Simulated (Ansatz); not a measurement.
The start is a generated cell, Ga placed in the trigonal-Te structure type. The structure is fully relaxed (lattice and positions, P = 0) with r2SCAN (plane waves to 500 eV, PAW, scalar-relativistic; Ansatz, an electronic-structure program). First-step values are on the input's coarse k-mesh.

Ansatz input (later rounds restart from its end on a renewed k-mesh):
Ansatz 0.2 input:
```yaml
crystal:
  lattice:
    - [3.6325578, 0, 0]
    - [-1.8162789, 3.1458873, 0]
    - [0, 0, 4.826835]
  atoms:
    - { symbol: Ga, position: [0.2636, 0, 0.33333333] }
    - { symbol: Ga, position: [0, 0.2636, 0.66666667] }
    - { symbol: Ga, position: [0.7364, 0.7364, 0] }
basis: { ecutwfc: 500, ecutrho_ratio: 4, xc_grid: 4, fft_grid_basis: typed }
kpoints: { mp_grid: { grid: [10, 10, 7] } }
hamiltonian:
  xc: r2scan
  dispersion: none
  pseudopotentials: { azcp: { folder: ./paw }, kind: paw }
scf: { occupations: { method: fermi_dirac, width: 0.05 } }
relax: { f_tol: 0.01, max_steps: 100, cell: { stress_tol: 0.02 } }
output: { forces: true, stress: true }
```

What is the largest force in the starting geometry, and on which atom (counted from 1)?

2.05 eV/Å, on Ga1, Ga2, Ga3 (atoms numbered as listed).

Does the structure survive the relaxation? Give the final space group.

The space group goes from P3₁21 (No. 152) to R-3m (No. 166), with 1 atom in the primitive cell.

How much energy is released per atom?

0.27 eV/atom.

How does the volume change?

+0.6 %, from 18.39 to 18.49 Å³/atom.

How do the shortest distances between atoms change?

The closest pairs of elements (up to four, under 3.6 Å), start → end: Ga–Ga 2.31 → 2.70 Å.

Is the relaxed structure metallic? Give its gap.

No gap (metallic).

What does it relax into? Give the structure.


```cif
data_Ga3
_chemical_formula_sum 'Ga3'
_space_group_name_H-M_alt 'R-3m :H'
_space_group_IT_number 166
_space_group_name_Hall '-R 3 2"'
_cell_length_a 3.38581
_cell_length_b 3.38581
_cell_length_c 5.58659
_cell_angle_alpha 90.000
_cell_angle_beta 90.000
_cell_angle_gamma 120.000
loop_
_atom_site_label
_atom_site_type_symbol
_atom_site_symmetry_multiplicity
_atom_site_Wyckoff_symbol
_atom_site_fract_x
_atom_site_fract_y
_atom_site_fract_z
_atom_site_occupancy
Ga1 Ga 3 b 0.00000 0.00000 0.50000 1
```
(The calculation used a cell of 1 atom; values per cell refer to that cell.)

Final values are on a 18×18×18 k-mesh of the relaxed cell. No spin polarisation in the result.

The run could not lose the symmetry of its start, so the end can be a saddle point.

The relaxed structure here is a generated cell of Ga: the first start was made by placing the elements on the sites of a structure type, and the end was not matched to a known phase here, so it may be hypothetical. Known forms of Ga include space group No. 64.
